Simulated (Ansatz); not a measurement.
Li2O:
```
Li2O
1.0
    0.00000     2.28637     2.28637
    2.28637     0.00000     2.28637
    2.28637     2.28637     0.00000
O Li
1 2
Direct
  0.00000   0.00000   0.00000
  0.25000   0.25000   0.25000
  0.75000   0.75000   0.75000
```

Relaxed with r²SCAN.

### Question
Map the electron localisation function on the plane through (0.000, 0.000, 0.000) spanned by u = [1, 0, 0] and v = [-1, 1, 1] in lattice vectors, from plane-wave PAW r²SCAN (Ansatz code).

### Answer
x is the fraction of u, y of v (the angle between them is 90°; rows are the nearest grid lines); atoms in the plane: O at (0.00, 0.00), Li at (0.50, 0.25), Li at (0.50, 0.75).
```
y \ x   0.000  0.0625  0.188  0.250  0.375  0.438  0.562  0.625  0.750  0.812  0.938   1.00
------  -----  ------  -----  -----  -----  -----  -----  -----  -----  -----  -----  -----
1.00    0.207   0.415  0.827  0.800  0.390  0.097  0.097  0.390  0.800  0.827  0.415  0.207
0.913   0.727   0.769  0.821  0.741  0.077  0.023  0.024  0.077  0.741  0.821  0.769  0.727
0.826   0.803   0.795  0.653  0.239  0.163  0.756  0.737  0.174  0.238  0.647  0.795  0.803
0.783   0.708   0.693  0.397  0.062  0.589  0.987  0.991  0.602  0.064  0.399  0.693  0.708
0.696   0.307   0.274  0.062  0.018  0.585  0.966  0.956  0.606  0.016  0.062  0.274  0.307
0.609   0.049   0.046  0.028  0.018  0.018  0.024  0.034  0.017  0.018  0.028  0.046  0.049
0.522   0.025   0.027  0.036  0.040  0.041  0.039  0.039  0.041  0.040  0.036  0.027  0.025
0.478   0.025   0.027  0.036  0.040  0.041  0.039  0.039  0.041  0.040  0.036  0.027  0.025
0.391   0.049   0.046  0.028  0.018  0.017  0.034  0.024  0.018  0.018  0.028  0.046  0.049
0.304   0.307   0.274  0.062  0.016  0.606  0.956  0.966  0.585  0.018  0.062  0.274  0.307
0.217   0.708   0.693  0.399  0.064  0.602  0.991  0.987  0.589  0.062  0.397  0.693  0.708
0.174   0.803   0.795  0.647  0.238  0.174  0.737  0.756  0.163  0.239  0.653  0.795  0.803
0.0870  0.727   0.769  0.821  0.741  0.077  0.024  0.023  0.077  0.741  0.821  0.769  0.727
0.000   0.207   0.415  0.827  0.800  0.390  0.097  0.097  0.390  0.800  0.827  0.415  0.207
```

The density is the valence pseudo-density with augmentation charge, so density and ELF within about 1 Å of a nucleus are not all-electron values.

Space group Fm-3m (anti-fluorite). The r²SCAN relaxation kept the symmetry of its start.

Potentials: the later of the program's two PAW sets.
